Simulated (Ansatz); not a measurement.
The start is a generated cell, TiB2 built in the CrSi2 structure type. Cell shape, volume and atoms are optimised at zero target pressure with r2SCAN (plane waves to 500 eV, PAW, scalar-relativistic; Ansatz, a first-principles code). The first steps use a coarse 7×7×4 k-mesh.

Initial structure:
```
CELL_PARAMETERS angstrom
      4.07580     0.00000     0.00000
     -2.03790     3.52975     0.00000
      0.00000     0.00000     5.86210
ATOMIC_POSITIONS crystal
  Ti 0.50000 0.00000 0.00000
  Ti 0.50000 0.50000 0.33333
  Ti 0.00000 0.50000 0.66667
  B  0.16559 0.33118 0.00000
  B  0.83441 0.16559 0.33333
  B  0.66882 0.83441 0.66667
  B  0.83441 0.66882 0.00000
  B  0.16559 0.83441 0.33333
  B  0.33118 0.16559 0.66667
```

Q: How large is the pressure on the unrelaxed cell, and of which sign?

A: +10 GPa (positive: the cell is compressed).

Q: What is the largest force in the starting geometry, and on which atom (counted from 1)?

A: About 0.1 eV/Å, on B4, B5, B6, B7, B8, B9 (atoms numbered as listed).

Q: By how much does the energy per atom fall from start to end?

A: 0.17 eV/atom.

Q: How does the volume change?

A: +9.1 %, from 9.37 to 10.22 Å³/atom.

Q: How do the shortest distances between atoms change?

A: The closest pairs of elements (up to four, under 3.6 Å), start → end: B–Ti 2.28 → 2.15 Å; B–B 2.28 → 2.21 Å; Ti–Ti 2.82 → 2.90 Å.

Q: Is the relaxed structure metallic? Give its gap.

A: No gap (metallic).

Q: Give the final cell and atomic positions.

A: 
Space group P6₂22 (No. 180); a = 4.2306 Å, b = 4.2306 Å, c = 5.9337 Å, α = 90.00°, β = 90.00°, γ = 120.00°

```
atom  site  symmetry       x       y       z
----  ----  --------  ------  ------  ------
Ti      3d       222  0.5000  0.0000  0.5000
B       6j       ..2  0.4142  0.2071  0.1667
```

The space group stays P6₂22 (No. 180) (the run could not lower it); the end is AFLOW prototype AB2_hP9_180_d_j (C40, as in CrSi2), with 9 atoms in the primitive cell. Final values are on a 13×13×8 k-mesh of the relaxed cell. No spin polarisation in the result.

The run could not lose the symmetry of its start, so the end can be a saddle point.

The relaxed structure here is a generated cell of TiB2: the first start was made by placing the elements on the sites of a structure type, and the end was not matched to a known phase here, so it may be hypothetical. Known forms of TiB2 include space group No. 191.
